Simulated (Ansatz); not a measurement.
Given:

LiF (rock salt)

```
LiF
1.0
    0.00000     2.03393     2.03393
    2.03393     0.00000     2.03393
    2.03393     2.03393     0.00000
F Li
1 1
Direct
  0.00000   0.00000   0.00000
  0.50000   0.50000   0.50000
```

A phonon eigenvector at Γ is frozen into this cell: atom i moves by Q times the vector below, so Q is the largest atomic displacement, in Å. The cell is held. It is one choice among 3 degenerate patterns.

| atom | x | y | z |
|---|---|---|---|
| F1 | 0.000 | 0.000 | -0.365 |
| Li2 | 0.000 | 0.000 | 1.000 |

Level of theory: PBE (plane waves to 420 eV, PAW, scalar-relativistic; Ansatz, a program for electronic structure). k mesh 14×14×14 (Γ-centred), Fermi-Dirac smearing 0.05 eV. Energies are smeared free energies. LiF was relaxed with its symmetry unable to fall. ΔE is measured from the undisplaced structure.

The scan covers Q from -0.100 to 0.100 Å in 13 points.

Which space group does the distorted structure have?

I4mm (No. 107), lowered from Fm-3m.

Is the energy the same for equal positive and negative displacements?

Even: the same for both signs.

Is this a single well or a double well?

A single well with its minimum at or next to zero displacement.

What harmonic wavenumber does the curvature at Q = 0 give?

266 cm⁻¹.

(For displaced atoms, the force is minus the slope of the energy, and its curvature is a force constant, which sets phonon frequencies.)
